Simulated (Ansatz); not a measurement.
## SiNi3: Ni-61 nuclear quadrupole resonance

Cell: an entry of the Crystallography Open Database (COD), atoms as given.

```xyz
4
Lattice="3.5511 0.0000 0.0000 0.0000 3.5511 0.0000 0.0000 0.0000 3.5511" Properties=species:S:1:pos:R:3 pbc="T T T"
Si    0.0000    0.0000    0.0000
Ni    0.0000    1.7755    1.7755
Ni    1.7755    0.0000    1.7755
Ni    1.7755    1.7755    0.0000
```

Atoms are numbered from 1 in the order listed; like atoms form one site, named after its first atom.

Method: Kohn–Sham DFT in Ansatz, PBE, plane waves and PAW, scalar-relativistic, collinear spin, 420 eV cutoff, Γ-centred 12×12×12 k-points, Fermi–Dirac smearing 0.02 eV. Start moments as typed (μB): 1.5 on each Ni, none on the rest.

Ni-61: I = 3/2, Q = 162.0 mb (year-2017 value). Static lattice, zero field.

(1) At which frequencies do the Ni-61 NQR lines lie?

## Answers

(1) For I = 3/2 there is one line, ν = (|C_Q|/2)(1 + η²/3)^½.

```json
{"site": "Ni", "atoms": "2, 3, 4", "V_zz (10²¹ V/m²)": "-4.61", "C_Q (MHz)": "-18.0", "η": "0.00", "line frequencies (MHz)": "9.02"}
```

An axis of threefold or higher order runs through Ni, so V_zz lies along it and η is zero.

At this cell the PBE pressure is -7 GPa, so with PBE the cell would shrink if it were relaxed. The entry's cell may itself be off. With no gap above 0.1 eV, as in a metal, the gradients converge slowly in k; expect changes of a tenth or more on a denser mesh. With these PAW files V_zz is typically within 2 to 3 % of all-electron values, but misses above 10 % occur on Ni. The start moments die out, and the run ends without spin.

The run took 14 s of wall time (14 s of CPU time) and 0.59 GiB at its peak, on 1 thread of Intel Xeon 6975P-C (Granite Rapids) (x86_64; 16 cores open to the job, memory cap 3.0 GiB, no GPU), a shared host with a load of 0.1 a core.
